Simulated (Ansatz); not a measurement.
# Cs2YBr6Cl: reading a single point

```xyz
10
Lattice="0.0000 5.6735 5.6735 5.6735 0.0000 5.6735 5.6735 5.6735 0.0000" Properties=species:S:1:pos:R:3 pbc="T T T"
Cl    5.6735    5.6735    5.6735
Br    2.7755    5.6735    5.6735
Br    5.6735    2.7755    5.6735
Br    8.5716    5.6735    5.6735
Br    5.6735    8.5716    5.6735
Br    5.6735    5.6735    2.7755
Br    5.6735    5.6735    8.5716
Y     0.0000    0.0000    0.0000
Cs    2.8368    2.8368    2.8368
Cs    8.5103    8.5103    8.5103
```

Level: PBE, no spin polarisation; 420 eV; 5×5×5 Γ-centred mesh; fermi-dirac occupations (width 0.1 eV); Ansatz 0.2.0, fixed geometry.

**Formation energy.** -1.33 eV an atom against the elements' usual phases (free molecules for gases, crystals otherwise, with no correction for O₂ or N₂), so it is bound against them; other compounds may still compete. Relaxing would lower it.
**Stress.** The pressure is 1.5 GPa (compression positive), so with the atoms held at these fractions the cell would first expand.
**At the Fermi level.** It is a metal, with about 8.3 states/eV a cell as the mean within 0.25 eV of the Fermi level, mostly Br p (52 %) and Cl p (42 %).
**Forces.** The largest is on Br6 (and as large on other atoms): 0.34 eV/Å, components (0.00, 0.00, -0.34). It makes 0° with the line to a nearest neighbour, Y8 at 2.78 Å, pointing towards it.
**Contacts.** Br–Y at 2.78 Å: least valence density 0.30 e/Å³ and ELF 0.24 there. Cl–Br at 2.90 Å: least valence density 0.20 e/Å³ and ELF 0.16 there. Cs–Br at 4.01 Å: least valence density 0.03 e/Å³ and ELF 0.02 there, so no covalent bond. These are pseudo-fields; inside the PAW spheres they differ from the all-electron ones.

Origin: a known structure type with other elements, at an estimated volume, so it need not be a known compound. Caveats: many states at the Fermi level without spin polarisation, so a magnetic state may lie lower.
